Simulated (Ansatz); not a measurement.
V₂Si:
```
CELL_PARAMETERS angstrom
      4.25857     0.00000     0.00000
     -2.12928     3.68803     0.00000
      0.00000     0.00000     4.99195
ATOMIC_POSITIONS crystal
  Si 0.33333 0.66667 0.25000
  Si 0.66667 0.33333 0.75000
  V  0.00000 0.00000 0.00000
  V  0.00000 0.00000 0.50000
  V  0.33333 0.66667 0.75000
  V  0.66667 0.33333 0.25000
```

Relaxed with PBE. Special points in fractions of this cell's reciprocal vectors: Γ (0.000, 0.000, 0.000); M (0.500, 0.000, 0.000); K (0.333, 0.333, 0.000); A (0.000, 0.000, 0.500); L (0.500, 0.000, 0.500); H (0.333, 0.333, 0.500).

Q: List the band energies nearest the Fermi level at these points for PBE (plane waves, PAW; program Ansatz).

A: In eV from the Fermi level; about four levels below and three above (degenerate sets whole), none deeper than 8.9 eV; points with the same levels are listed once.

```tsv
k	below	above
Γ	-2.39 -2.39 -1.83 -1.83	0.42 0.51 0.51
M	-0.32 -0.27 -0.16 -0.06	0.29 0.82 1.28
K	-0.60 -0.09 -0.09 -0.04	0.25 0.25 1.01
A	-1.54 -1.54 -1.54 -1.54	0.36 0.36 1.38 1.38 1.38 1.38
L	-1.16 -1.16 -0.28 -0.28	0.18 0.18 0.70 0.70
H	-0.99 -0.99 -0.55 -0.55	0.03 0.03 0.86 0.86
```

Space group P6_3/mmc. The cell is a constructed one: a structure type filled with these elements; neither database checked (COD, Materials Project) lists it. Its standing as an ambient phase is unchecked. Symmetry was held in the PBE relaxation; its stability against distortions is not shown here. The workflow began spin-polarised and lost its moments.

Potentials: the later of the program's two PAW sets.
